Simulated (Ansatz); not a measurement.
# Slab of fcc Ni (110), 5 layers

The slab is cut from the fcc crystal, the stable phase, as relaxed on PAW files (10.38 Å³/atom), with 16 Å of vacuum and a dipole correction:

```yaml
crystal:
  lattice:
    - [2.44830, 0.00000, 0.00000]
    - [0.00000, 3.46243, 0.00000]
    - [0.00000, 0.00000, 20.89660]
  atoms:
    - { symbol: Ni, position: [0.00000, 0.00000, 0.38284] }
    - { symbol: Ni, position: [0.50000, 0.50000, 0.44142] }
    - { symbol: Ni, position: [0.00000, 0.00000, 0.50000] }
    - { symbol: Ni, position: [0.50000, 0.50000, 0.55858] }
    - { symbol: Ni, position: [0.00000, 0.00000, 0.61716] }
```

Computed with Ansatz 0.2.0; functional PBEsol, scalar-relativistic. Settings: a Γ-centred 15×11×1 k mesh, Fermi–Dirac smearing of 0.05 eV, spin-polarised from start moments Ni1 1, Ni2 1, Ni3 1, Ni4 1, Ni5 1 μB. Methods: LAPW: all electrons, basis error target 1 meV/atom; PAW: frozen-core files, cutoff 420 eV.

The bulk energy comes from a cell in the slab's orientation on a 15×11×15 mesh. The surface energy is (E(slab) − N·E(bulk))/2A at zero smearing, the mean of both faces; thin slabs carry quantum-size effects.

Other magnetic orders may lie lower. The PAW files were made under PBE.

Task: As cut, the LAPW slab lies 2.979 eV above 5 atoms of bulk. What surface energy is that?

Result: Over two faces of 8.48 Å² it is 175.7 meV/Å², and times 16.02 J/m² per eV/Å² that gives γ = 2.815 J/m².

```tsv
method	γ as cut (J/m²)	γ relaxed (J/m²)	Φ as cut (eV)	Φ relaxed (eV)
LAPW	2.815	2.718	4.65	4.66
PAW	2.818	2.722	4.65	4.66
```

Task: How do the spacings between the planes relax?

Result: From the bottom face up: d12 -10.9 % of 1.224 Å, d23 +3.2 % of 1.224 Å, d34 +3.2 % of 1.224 Å, d45 -10.9 % of 1.224 Å.

Task: How do the moments vary through the slab?

Result: Ni1 0.79, Ni2 0.68, Ni3 0.71, Ni4 0.68, Ni5 0.79 μB in the LAPW spheres; the bulk has Ni 0.65 μB.

Task: A field of 0.2 V/Å is applied along the normal, atoms held. What follows?

Result: LAPW finds an induced dipole of 0.0717 e·Å a cell (PAW 0.0716), that is 7.65 Å for 4πα over the area, against 4.71 Å between the outer atoms.

Task: What changes if the images along the normal are cut off in place of the dipole correction?

Result: LAPW then gives: no gap, work function 4.66 eV; PAW: no gap, work function 4.66 eV.
